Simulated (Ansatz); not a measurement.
Cell and atoms are relaxed with the symmetry kept. Start:

```
CELL_PARAMETERS angstrom
0.00000 2.10818 2.10818
2.10818 0.00000 2.10818
2.10818 2.10818 0.00000
ATOMIC_POSITIONS crystal
Ni 0.00000 0.00000 0.00000
O 0.50000 0.50000 0.50000
```

Level of theory: DFT PBEsol, scalar-relativistic, plane waves, PAW in Ansatz 0.2.0.

Cutoff 420 eV; k points 18×18×18 on the computed 2-atom cell (Γ-centred); Gaussian smearing, width 0.10 eV; collinear spin from starting moments 1.6 0.32 μB.

**Question.** What does it relax to?

**Answer.** The volume goes down by 0.65 Å³/atom to 8.72 Å³/atom, and the energy falls by 25.3 meV/atom. The cell ends with a moment of 1.26 μB (only this magnetic start was tried). Final structure:
```
CELL_PARAMETERS angstrom
0.00000 2.05810 2.05810
2.05810 0.00000 2.05810
2.05810 2.05810 0.00000
ATOMIC_POSITIONS crystal
Ni 0.00000 0.00000 0.00000
O 0.50000 0.50000 0.50000
```

Course of the relaxation (steps run on the plane waves of an earlier cell, and the basis is chosen afresh near the end, so energy and pressure can step there; trial steps that raised the energy were taken back; energies are free energies):

| step | E − E_final (meV/atom) | P (GPa) | V (Å³/atom) |
| --- | --- | --- | --- |
| 1 | 25.3 | -11.67 | 9.37 |
| 2 | 7.2 | -6.83 | 9.08 |
| 3 | -2.3 | 0.70 | 8.70 |
| 4 | -2.2 | -0.05 | 8.74 |
| 5 | 0.0 | -0.42 | 8.74 |
| 6 | -0.1 | 0.00 | 8.72 |
| 7 | 0.0 | -0.01 | 8.72 |

The cell holds one magnetic atom, so it can only be ferromagnetic; an antiferromagnetic order may lie lower.

Cost: 1 run of about 1.4 core-minutes, on Arm Neoverse V1 (shared hosts).